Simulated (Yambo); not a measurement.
BSE-type run in Yambo on BaAlSiH (space group P3m1, No. 156), at zero momentum.

Quantum ESPRESSO step (PBEsol, PseudoDojo standard norm-conserving files, scalar-relativistic):
```
&CONTROL
  calculation = 'nscf'
  pseudo_dir = './pseudo'
  outdir = './out'
/
&SYSTEM
  ibrav = 0
  nat = 4
  ntyp = 4
  ecutwfc = 72.0
  ecutrho = 288.0
  occupations = 'fixed'
  force_symmorphic = .true.
  nbnd = 44
/
&ELECTRONS
  conv_thr = 4e-09
  diago_full_acc = .true.
  diago_thr_init = 1e-08
/
ATOMIC_SPECIES
H 1.0080 H.upf
Al 26.9815 Al.upf
Si 28.0850 Si.upf
Ba 137.3270 Ba.upf
CELL_PARAMETERS angstrom
  4.299141305736   0.000000000000   0.000000000000
 -2.149570652868   3.723165585226   0.000000000000
  0.000000000000   0.000000000000   5.061951606000
ATOMIC_POSITIONS crystal
H   0.666666667000   0.333333333000   0.124555834700
Al   0.666666667000   0.333333333000   0.469354376400
Si   0.333333333667   0.666666666333   0.544090425000
Ba   0.000000000333   0.000000000000   0.004909363900
K_POINTS automatic
6 6 4 0 0 0
```

Yambo input:
```
rim_cut
optics
bse
bss
dipoles
RandQpts= 1000000
RandGvec= 1 Ry
FFTGvecs= 40 Ry
BSKmod= "HARTREE"
BSEmod= "resonant"
BSSmod= "hs"
BSENGexx= 15 Ry
% KfnQP_E
 0.505 | 1.0 | 1.0 |
%
% BSEQptR
 1 | 1 |
%
% BSEBands
 5 | 21 |
%
% BEnRange
 0.0 | 10.2 | eV
%
% BDmRange
 0.15 | 0.15 | eV
%
BEnSteps= 204
% BLongDir
 1.0 | 0.0 | 0.0 |
%
BSHayTrs= -0.02
BSSNEig= 24
WRbsWF
```

From the report:

The dimension is k points × valence × conduction bands = 144 × 5 × 12 = 8640.
```
  [SLEPC] Approach                          : Krylov-Schur
  [SLEPC] Number of requested eigenvalues   :  24
  [SLEPC] Number of eigenvalues        [NEV]:  24
   [K] Dimension                                    :   8640
   [K] Bands                                        :   5  21
   [K] Exchange res                                 : yes
   [K] Correlation res                              : no
   [K] W interaction is bare                        : no
   [K] RL vectors exchange                          :   539
```

Geometry relaxed with PBEsol.

The structure is a Materials Project entry; no match was found in the copy of COD used, and its stability was not checked.
